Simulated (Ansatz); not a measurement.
An Ansatz (a program for electronic structure) run. Input:

Ansatz 0.2 input:
```yaml
crystal:
  lattice:
    - [-3.4637175299, 3.4637175299, 3.4637175299]
    - [3.4637175299, -3.4637175299, 3.4637175299]
    - [3.4637175299, 3.4637175299, -3.4637175299]
  atoms:
    - { symbol: Ge, position: [0.0, 0.25, 0.5] }
    - { symbol: Ge, position: [0.25, 0.5, 0.0] }
    - { symbol: Ge, position: [0.5, 0.0, 0.25] }
    - { symbol: Ge, position: [0.25, 0.25, 0.25] }
kpoints:
  mp_grid: { grid: [6, 6, 6] }
  band_path:
    path:
      - [[0.0, 0.0, 0.0], [0.5, -0.5, 0.5], [0.0, 0.0, 0.5], [0.0, 0.0, 0.0], [0.25, 0.25, 0.25], [0.5, -0.5, 0.5]]  # Γ-H-N-Γ-P-H
      - [[0.25, 0.25, 0.25], [0.0, 0.0, 0.5]]  # P-N
    npoints: 12
basis: { xc_grid: 2 }
hamiltonian:
  xc: pbe
  pseudopotentials: { kind: paw }
magnetization: { noncollinear: true, spin_orbit: true }
scf:
  n_extra_bands: 12
  convergence: { dr2_threshold: 0.0000000001 }
  occupations: { method: gaussian, width: 0.05 }
output: { eigenvalues: true }
```

Output (shortened):

```
Pseudopotential: Ge, paw_fr, valence charge 14
Functional definition: PBE
non-collinear run that drives no moment, with spin-orbit …
Crystal: 4 atoms, lattice volume = 166.222 Å³
Basis set: ecut = 420 eV, 3319 PW (Γ), exchange–correlation on 90×90×90 points (8 copies of the dense FFT grid, shifted against one another)
Bands: 68, of which v1, the nominal top of the filled ones, is band 56 counted from 1 (55 counted from 0)
Symmetry: 24 space group operations + 24 with time reversal
k-points: 16 of 216 (time reversal used)
Projection manifold: j_resolved (fully-relativistic pseudo-atomic orbitals)
SCF iter   1: F=—  HF=-17176.980712 eV  |F-HF|=—  |Δ(HF+E_count)|=         —  Δρ=1.86e-2  dr2=6.36e-1  dr2_m=0.00e0 (ungated)  ethr=3.10e-3  |M|=0.00e0 ∫|m|=0.00e0 μB  |m|>n=0.0e0 m-floor=0.0e0 τ_xc=0.0e0  β_m=0.30  ⟨swp⟩=6.9  Hψ=4851  notcnv=0  defer=12
preconditioner: auto → none
SCF iter   2: F=—  HF=-17176.930815 eV  |F-HF|=—  |Δ(HF+E_count)|=   4.99e-2  Δρ=1.46e-2  dr2=4.29e-1  dr2_m=0.00e0 (ungated)  ethr=1.14e-3  |M|=0.00e0 ∫|m|=0.00e0 μB  |m|>n=0.0e0 m-floor=0.0e0 τ_xc=0.0e0  β_m=0.55  ⟨swp⟩=1.0  Hψ=1264  notcnv=0  defer=32
SCF iter   3: F=—  HF=-17176.816202 eV  |F-HF|=—  |Δ(HF+E_count)|=   1.15e-1  Δρ=1.60e-3  dr2=6.61e-3  dr2_m=0.00e0 (ungated)  ethr=7.66e-4  |M|=0.00e0 ∫|m|=0.00e0 μB  |m|>n=0.0e0 m-floor=0.0e0 τ_xc=0.0e0  β_m=0.64  ⟨swp⟩=2.6  Hψ=1379  notcnv=0  defer=40
SCF iter   4: F=—  HF=-17176.817675 eV  |F-HF|=—  |Δ(HF+E_count)|=   1.47e-3  Δρ=6.49e-4  dr2=6.90e-4  dr2_m=0.00e0 (ungated)  ethr=1.18e-5  |M|=0.00e0 ∫|m|=0.00e0 μB  |m|>n=0.0e0 m-floor=0.0e0 τ_xc=0.0e0  β_m=0.69  ⟨swp⟩=2.0  Hψ=1918  notcnv=0  defer=94
SCF iter   5: F=—  HF=-17176.818241 eV  |F-HF|=—  |Δ(HF+E_count)|=   5.66e-4  Δρ=1.94e-4  dr2=6.56e-5  dr2_m=0.00e0 (ungated)  ethr=1.23e-6  |M|=0.00e0 ∫|m|=0.00e0 μB  |m|>n=0.0e0 m-floor=0.0e0 τ_xc=0.0e0  β_m=0.67  ⟨swp⟩=2.0  Hψ=1893  notcnv=0  defer=94
SCF iter   6: F=—  HF=-17176.818232 eV  |F-HF|=—  |Δ(HF+E_count)|=   9.33e-6  Δρ=1.34e-5  dr2=2.62e-7  dr2_m=0.00e0 (ungated)  ethr=1.17e-7  |M|=0.00e0 ∫|m|=0.00e0 μB  |m|>n=0.0e0 m-floor=0.0e0 τ_xc=0.0e0  β_m=0.84  ⟨swp⟩=2.0  Hψ=1890  notcnv=0  defer=94
SCF iter   7: F=—  HF=-17176.818259 eV  |F-HF|=—  |Δ(HF+E_count)|=   2.78e-5  Δρ=2.11e-6  dr2=9.71e-9  dr2_m=0.00e0 (ungated)  ethr=4.68e-10  |M|=0.00e0 ∫|m|=0.00e0 μB  |m|>n=0.0e0 m-floor=0.0e0 τ_xc=0.0e0  β_m=0.89  ⟨swp⟩=3.1  Hψ=1657  notcnv=0  defer=94
SCF iter   8: F=-17176.818259 eV  HF=-17176.818259 eV  |F-HF|=1.96e-10  |Δ(HF+E_count)|=   2.88e-8  Δρ=1.24e-7  dr2=2.47e-11  dr2_m=0.00e0 (ungated)  ethr=1.00e-12  |M|=0.00e0 ∫|m|=0.00e0 μB  |m|>n=0.0e0 m-floor=0.0e0 τ_xc=0.0e0  ⟨swp⟩=8.7  Hψ=5159  notcnv=0
SCF 1 converged in 8 iterations: F = -17176.818259 eV  dr2 = 2.47e-11
NSCF: frozen V_eff on 74 k-points
SCF converged after 8 iterations
Magnetization: |M| = 0.0000 μB,  M = (+0.0000, +0.0000, +0.0000) μB
Absolute magnetization: 0.0000 μB (∫|m|)
  site 0: m = (+0.0000, +0.0000, +0.0000) μB, |m| = 0.0000 μB  (R = 1.01 Å)
  site 1: m = (+0.0000, +0.0000, +0.0000) μB, |m| = 0.0000 μB  (R = 1.01 Å)
  site 2: m = (+0.0000, +0.0000, +0.0000) μB, |m| = 0.0000 μB  (R = 1.01 Å)
  site 3: m = (+0.0000, +0.0000, +0.0000) μB, |m| = 0.0000 μB  (R = 1.01 Å)
Free energy (F): -17176.818259 eV
Harris-Foulkes:  -17176.818259 eV  (|F-HF|=1.96e-10)
Internal energy: -17176.815729 eV  (E = F + TS)
E sigma→0 (E₀):  -17176.816994 eV
Entropy (-TS):   -0.002530 eV (-0.633 meV/atom)
Fermi energy:    2.403765 eV
--- Per-component energies (eV) ---
  E_band       = -924.784068
  E_kinetic    = 438.177875
  E_local      = -12927.988438  (includes V_loc(G=0)·N_el)
  E_nonlocal   = 1666.744754
  E_hartree    = 5693.402800
  E_xc         = -297.694477
  E_vxc        = -251.692383  (∫ρ·V_xc dr)
  E_paw        = -8072.132462  (= ΣΔE_a)
  E_vpaw       = -1236.832566  (= ΣTr[D̂ρ^β])
  E_aug_tail   = 0.001235  (compensation charges beyond the density's cutoff)
  E_ewald      = -3677.327017
  E_smearing   = -0.002530  (= −TS)
  E_closure    = 0.000000  (closes the sum)
  Σ components = -17176.818259   (vs F -17176.818259, Δ=0.00e0)
  [band-id]    e_kinetic+e_local+e_nonlocal+2·e_hartree+e_vxc+e_vpaw+e_augmentation_tail = -924.783921   (vs E_band -924.784068, Δ=1.46e-4)
--- Band table (eV; the first three rows and the last of 16) ---
  k-point 0: bands = ["-22.5387", "-22.5387", "-22.5387", "-22.5387", "-22.5286", "-22.5286", "-22.5186", "-22.5186", "-22.5078", "-22.5078", "-22.5078", "-22.5078", "-22.4719", "-22.4719", "-22.4719", "-22.4719", "-21.9595", "-21.9595", "-21.9585", …
  k-point 1: bands = ["-22.5415", "-22.5414", "-22.5355", "-22.5355", "-22.5284", "-22.5281", "-22.5222", "-22.5178", "-22.5138", "-22.5117", "-22.5042", "-22.4961", "-22.4787", "-22.4756", "-22.4693", "-22.4667", "-21.9756", "-21.9730", "-21.9671", …
  k-point 2: bands = ["-22.5434", "-22.5433", "-22.5326", "-22.5321", "-22.5277", "-22.5275", "-22.5244", "-22.5244", "-22.5138", "-22.5105", "-22.5007", "-22.4894", "-22.4822", "-22.4781", "-22.4680", "-22.4645", "-21.9940", "-21.9933", "-21.9737", …
  k-point 15: bands = ["-22.5379", "-22.5379", "-22.5379", "-22.5379", "-22.5243", "-22.5243", "-22.5243", "-22.5243", "-22.5243", "-22.5243", "-22.4796", "-22.4796", "-22.4739", "-22.4739", "-22.4739", "-22.4739", "-22.0278", "-22.0278", "-21.9751", …
```

Cost: roughly 2.7 core-minutes on shared cores.

Space group I4_132. The start of the workflow was typed in or built on a structure type; neither database checked (COD, Materials Project) lists it. It is not the phase usual at ambient conditions (space group No. 227). The cell was relaxed with PBE under the symmetry of its start; its stability against distortions is not shown here. The volume moved by 52 % from the start of the relaxation.

Potentials: the later of the program's two PAW sets.

Ansatz is a plane-wave DFT program.
